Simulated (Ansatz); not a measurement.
Calculated quadrupolar parameters for MgMnRe2H2O10

The cell is a computed structure from the Materials Project (it need not be an observed phase), atoms as given.

```xyz
16
Lattice="7.5710 -2.8773 0.0000 7.5710 2.8773 0.0000 -1.9500 0.0000 5.6674" Properties=species:S:1:pos:R:3 pbc="T T T"
Mg    6.5960    0.0000    2.8337
Mn    7.5710    0.0000    0.0000
Re   12.6293    0.0000    1.0233
Re    0.5626    0.0000    4.6441
H     9.2300    0.0000    2.1399
H     3.9619    0.0000    3.5275
O     6.0792   -1.4255    1.2293
O     6.0792    1.4255    1.2293
O     7.1127    1.4255    4.4381
O     7.1127   -1.4255    4.4381
O    11.3718    0.0000    2.2087
O     1.8202    0.0000    3.4587
O     9.9780    0.0000    5.1071
O     3.2139    0.0000    0.5603
O     8.2998    0.0000    1.8581
O     4.8922    0.0000    3.8093
```

Sites (sets of like atoms) are named by element and the number of their first atom in this list.

Method: Kohn–Sham DFT in Ansatz, r2SCAN, plane waves and PAW, scalar-relativistic, collinear spin, 500 eV cutoff, Γ-centred 4×4×4 k-points, Fermi–Dirac smearing 0.02 eV. Start moments as typed (μB): 5 on each Mn, none on the rest.

V_zz is the principal component of the electric field gradient with the largest magnitude, η = (V_xx − V_yy)/V_zz and C_Q = eQV_zz/h.

²⁵Mg: I = 5/2, Q = 199.4 mb; 55Mn: I = 5/2, Q = 330.0 mb; Re-187: I = 5/2, Q = 2070 mb; ²H: I = 1, Q = 2.858 mb; ¹⁷O: I = 5/2, Q = -25.58 mb. Nuclear quadrupole moments: year-2017 set (Pyykkö).

```tsv
site	atoms (order as listed)	first shell	V_zz (10²¹ V/m²)	η	C_Q (MHz)
Mg	1	6 O at 1.96–2.21 Å	-4.17	0.04	-20.1
Mn	2	6 O at 2.00–2.40 Å	-14.51	0.03	-116
Re	3, 4	4 O at 1.73–1.79 Å	2.65	0.61	132
H	5, 6	1 O at 0.97 Å; also 1 O at 2.14 Å	4.07	0.05	0.281
O7	7, 8, 9, 10	1 Re at 1.79 Å, 1 Mg at 2.21 Å; also 1 Mn at 2.40 Å	4.85	0.08	-3.00
O11	11, 12	1 Re at 1.73 Å; also 1 H at 2.14 Å	-2.43	0.68	1.50
O13	13, 14	1 Re at 1.73 Å	-2.41	0.83	1.49
O15	15, 16	1 H at 0.97 Å, 1 Mg at 1.96 Å, 1 Mn at 2.00 Å	12.38	0.48	-7.66
```

At H V_zz points along its bond to O (within 1°). At O7 V_zz points along the shorter of its two bonds, to Re (within 6°). At O15 V_zz points along its shortest bond, to H (within 5°).

At this cell the r2SCAN pressure is -6 GPa, so with r2SCAN the cell would shrink if it were relaxed. The entry's cell may itself be off. The largest force is 1.6 eV/Å, so the atoms aren't at the calculated equilibrium and relaxing them would move these values. The program didn't check the stability of this electronic state in full, so a lower one may lie near. Spin–orbit coupling is left out, which shifts gradients on Re by a few per cent, and by more where contributions nearly cancel. All moments are parallel here, as the start or the cell imposes; many such compounds order antiparallel, where fields and spin densities carried over to other atoms largely cancel. The magnetic order is the one that the run reached from its start moments, not necessarily the measured one.

Hardware: 1 thread of Arm Neoverse V2 (aarch64; 28 cores open to the job, memory cap 3.0 GiB, no GPU), a shared host with a load of 0.9 a core. Wall time 4.5 min, CPU time 4.5 min, peak memory 1.7 GiB.
